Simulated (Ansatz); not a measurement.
**Y (P6_3/mmc), two-dimensional strain map**

Level of theory: DFT PBEsol, scalar-relativistic, plane waves, PAW in Ansatz. Cutoff 420 eV, Γ-centred 18×18×8 k-points, Gaussian smearing of 0.15 eV. No spin polarisation. Energies are free energies at this smearing, counted from the undisturbed cell; pressure is positive in compression.

Zero of the scan (as given, not relaxed at this level; it stands at -2.3 GPa):

```
CELL_PARAMETERS angstrom
3.65150 0.00000 0.00000
-1.82575 3.16229 0.00000
0.00000 0.00000 5.74740
ATOMIC_POSITIONS crystal
Y 0.33333 0.66667 0.25000
Y 0.66667 0.33333 0.75000
```

The cell is strained by p along both x and y and by q along z, fractional coordinates fixed. Points are written (p, q).

Energy above the undisturbed cell in meV/atom (a dash: not computed):

```csv
p \ q,-0.050,-0.025,0.000,0.025,0.050
-0.050,25.2,11.0,8.0,14.6,29.7
-0.025,-5.2,-12.3,-8.7,4.3,25.4
0.000,-8.3,-9.4,0.0,18.5,44.9
0.025,13.8,18.0,32.2,55.4,86.2
0.050,58.0,67.0,85.5,112.7,147.2
```

Pressure in GPa:

```
 p \ q  -0.050  -0.025  0.000  0.025  0.050
-0.050     4.6     3.2    1.9    0.7   -0.2
-0.025     2.0     0.8   -0.3   -1.3   -2.2
 0.000    -0.2    -1.3   -2.3   -3.1   -3.8
 0.025    -2.2    -3.1   -3.9   -4.6   -5.2
 0.050    -3.7    -4.5   -5.2   -5.8   -6.3
```